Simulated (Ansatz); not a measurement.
Consider the following.

ZrSeS:
```
CELL_PARAMETERS angstrom
      3.73802     0.00000     0.00000
     -1.86901     3.23722     0.00000
      0.00000     0.00000     6.10564
ATOMIC_POSITIONS crystal
  Zr 0.00000 0.00000 0.01273
  Se 0.66667 0.33333 0.74804
  S  0.33333 0.66667 0.23923
```

This is the r²SCAN+D4-relaxed structure.

**Question.** All from plane-wave PAW r²SCAN+D4 (Ansatz code), unless another level is named. Estimate the static dielectric constant ε0 (ions relaxed, cell fixed).

**Answer.** 46.8 (xx = yy), 5.87 (zz).

**Question.** Next, the Born charges (a third of the trace)?

**Answer.** Zr +5.21, Se -2.46, S -2.75 e.

**Question.** Next, the electronic dielectric constant ε∞ (DFPT)?

**Answer.** 11.2 (xx = yy), 5.31 (zz).

Space group P3m1. The first step of the workflow began from a Materials Project structure, measured or hypothetical; the Crystallography Open Database copy checked does not list it. With Se and S taken as one species the cell has the higher symmetry P-3m1, so it may be an ordered model of a mixed-site phase. Its standing as an ambient phase is unchecked. Symmetry was held in the r²SCAN+D4 relaxation; whether a distortion lowers the energy is not shown. No spin polarisation was allowed. Scalar-relativistic: spin–orbit coupling is off unless named, which matters more the heavier the elements.

Potentials: the later of the program's two PAW sets.
